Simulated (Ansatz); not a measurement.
**A film clamped to a substrate in Sc**

Level of theory: DFT PBEsol, scalar-relativistic, plane waves, PAW (Ansatz 0.2.0). Settings: plane waves to 420 eV, k-mesh 18×18×18 (Γ-centred), Gaussian smearing 0.15 eV. No spin polarisation. Energies are free energies at this smearing, counted from the undisturbed cell; pressure is positive in compression.

Zero of the scan (as given, not relaxed at this level; it stands at 0.5 GPa; this fcc form isn't the usual structure):

```yaml
crystal:
  lattice:
    - [0.00000, 2.27050, 2.27050]
    - [2.27050, 0.00000, 2.27050]
    - [2.27050, 2.27050, 0.00000]
  atoms:
    - { symbol: Sc, position: [0.00000, 0.00000, 0.00000] }
```

The cell (1 atom, V0 = 23.41 Å³) is strained by p along both x and y and by q along z, fractional coordinates fixed. τp = (1/V0) ∂E/∂p = (σxx + σyy)(1 + p)(1 + q) and τq = (1/V0) ∂E/∂q = σzz(1 + p)², with tension positive.

| p | q | ΔE (meV/atom) | τp (GPa) | τq (GPa) |
| --- | --- | --- | --- | --- |
| 0.000 | 0.000 | 0.00 | -0.92 | -0.46 |
| -0.015 | 0.000 | 6.07 | -4.66 | -1.83 |
| 0.015 | 0.000 | 1.80 | 2.52 | 0.85 |
| 0.000 | -0.015 | 2.26 | -2.30 | -1.61 |
| 0.000 | 0.015 | 0.20 | 0.38 | 0.64 |

Question: Get the second derivatives of the energy density.

Answer: Central differences give A = ∂τp/∂p = 239 GPa (C11 + C22 + 2 C12), C = ∂τq/∂q = 75 GPa (C33) and the cross term B = ∂τq/∂p = 89 GPa (C13 + C23); ∂τp/∂q = 89 GPa must equal B, and any difference shows higher-order terms. The ions are clamped. In a cubic crystal C11 = C = 75, C12 = B/2 = 45 GPa and A should be 2(C11 + C12) = 239 GPa; the bulk modulus is (C11 + 2 C12)/3 = 55 GPa.

Question: A film of this crystal grows with z along the normal on a substrate that imposes p. How does its thickness respond, and what does the misfit cost?

Answer: Count p and q from the stress-free cell. A free surface needs τq = 0, so q = −(B/C) p = -1.19 p. The energy density left is (A − B²/C) p²/2 = M p², with the biaxial modulus M = 66 GPa; a misfit of 1 % costs 0.97 meV/atom, against 1.75 meV/atom if the thickness were held.

In a metal these slopes depend on the k mesh and the smearing.